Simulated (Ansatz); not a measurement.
Rh (fcc (Cu type), Fm-3m) at seven volumes, the program Ansatz at the PBE+D3(BJ) level (PAW), scaled uniformly. One row is withheld.

```csv
V (Å³/atom),P (GPa)
12.419,33.83
12.828,20.45
13.238,9.30
13.647,0.01
14.057,-7.70
14.466,-14.11
14.876,?
```

Fit the shown pressures and predict the withheld one.

P = (3/2)B₀(x^(7/2) − x^(5/2))[1 + (3/4)(B′ − 4)(x − 1)] with x = (V₀/V)^(2/3). Least squares on the six rows gives V₀ = 13.648 Å³/atom, B₀ = 281 GPa, B′ = 5.12. At V = 14.876, x = 0.9442 and P = -19.43 GPa. The run itself gave -19.40 GPa.

Symmetry was held in the PBE+D3(BJ) relaxation. No spin polarisation was allowed. The pairwise dispersion correction was not fitted to metals.

Potentials: the earlier of the program's two PAW sets.
